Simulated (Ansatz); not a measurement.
Values for one crystal, relaxed and computed with plane-wave PAW r²SCAN (Ansatz code); other levels are named.

```yaml
volume_per_atom: 14.59 Å³
electronic_character: metallic (no gap)
Density of states at the Fermi level: 0.44 states/eV per atom (mean over ±0.08 eV)
Formation energy from the elements (no fitted shifts): -0.75 eV/atom
```

Q: Which compound is it?
(A) CaNiN, P4_2/mmc (Ca on 2e, Ni on 2b, N on 2c)
(B) CrN, P-6m2 (Cr on 1f, N on 1c)
(C) GaN, CsCl type
(D) Ni3Ge, Cu3Au type

A: A, CaNiN, P4_2/mmc (Ca on 2e, Ni on 2b, N on 2c)

The workflow started from an entry of the Crystallography Open Database (COD). Whether it is the stable phase at ambient conditions was not checked. The cell was relaxed with r²SCAN under the symmetry of its start; its stability against distortions is not shown here. The workflow began spin-polarised and lost its moments. Other orbital occupations within this spin state were not tried. The references are the lowest solids computed at this level, not always the standard phases (solids in place of the gases).

Potentials: the later of the program's two PAW sets.
